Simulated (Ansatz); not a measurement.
Computed with DFT PBE, scalar-relativistic, plane waves, PAW in Ansatz. Settings: cutoff 420 eV, Γ-centred meshes spaced at most about 0.3 Å⁻¹, and about 0.25 Å⁻¹ or finer for metals (2π included), Gaussian smearing. No spin polarisation in the final relaxations.

These are static total energies at zero pressure.

Two forms of ZnCd3Te2 were relaxed alike.

A.

```xyz
6
Lattice="5.3330 3.0790 2.8792 -5.3330 3.0790 2.8792 0.0000 -6.1580 2.8792" Properties=species:S:1:pos:R:3 pbc="T T T"
Zn    0.0000    0.0000    4.3188
Cd   -2.6665    1.5395    1.4396
Cd    0.0000   -3.0790    1.4396
Cd    2.6665    1.5395    1.4396
Te    0.0000    0.0000    6.7928
Te    0.0000    0.0000    1.8447
```

B.

```xyz
6
Lattice="7.4398 0.0000 0.0000 -3.7199 6.4430 0.0000 0.0000 0.0000 4.2750" Properties=species:S:1:pos:R:3 pbc="T T T"
Zn    0.0000    0.0000    2.1375
Cd    1.8599    3.2215    2.1375
Cd    3.7199    0.0000    2.1375
Cd   -1.8599    3.2215    2.1375
Te    3.7199    2.1477    0.0000
Te    0.0000    4.2953    0.0000
```

Problem. Which would you expect to be lower, and how large is the difference?

Solution. B is lower, by 216 meV/atom. A has space group R-3m (No. 166), 47.3 Å³/atom and no gap on its mesh; B has space group P6/mmm (No. 191), 34.2 Å³/atom and no gap. Counting Te atoms around Cd and Zn (those within 1.25 times the shortest such distance or 1.15 times the sum of covalent radii, 1.27 where that leaves under three; the shortest distance is added where it exceeds 1.18 times the sum of covalent radii), A has Zn 2, Cd 2 and B has Zn 12 from 4.8 Å, Cd 4. The denser one is the lower, and pressure would at first widen the difference. Even the lower one lies +0.07 eV/atom against the reference forms of the elements (uncorrected), so neither is stable at this level. Both come from invented guesses.

Spin–orbit coupling, which can matter for Te, is left out. Cells relaxed within their symmetry can be saddle points.
